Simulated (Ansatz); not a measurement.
AlN:
```
AlN
1.0
    5.29389     0.00000     0.00000
    0.00000     5.29389     0.00000
    0.00000     0.00000     3.10871
Al N
4 4
Direct
  0.32286   0.67714   0.00000
  0.67714   0.32286   0.00000
  0.82286   0.82286   0.50000
  0.17714   0.17714   0.50000
  0.31530   0.31530   0.00000
  0.68470   0.68470   0.00000
  0.18470   0.81530   0.50000
  0.81530   0.18470   0.50000
```

Cartesian axes are those of the cell as given.

Task: Give the high-frequency dielectric tensor and the Born effective charge tensors of the independent atoms from DFPT, PBEsol (plane waves, PAW; program Ansatz).

Result: 
ε∞:
```
4.47  0.00  0.00
0.00  4.47  0.00
0.00  0.00  4.35
```
Z* of atom 1 (Al), rows: field, columns: displacement, in e:
```
 2.57  -0.19   0.00
-0.19   2.57   0.00
 0.00   0.00   2.51
```
Z* of atom 5 (N), rows: field, columns: displacement, in e:
```
-2.57  -0.26   0.00
-0.26  -2.57   0.00
 0.00   0.00  -2.51
```

Space group P4_2/mnm. The start of the workflow was typed in or built on a structure type; neither database checked (COD, Materials Project) lists it. It is not the phase usual at ambient conditions (space group No. 186, 216). The cell was relaxed with PBEsol under the symmetry of its start; whether a distortion lowers the energy is not shown.

Potentials: the earlier of the program's two PAW sets. The files were generated under PBE; for other functionals the program regenerates the frozen cores, and for LDA and PBEsol the local potential too.
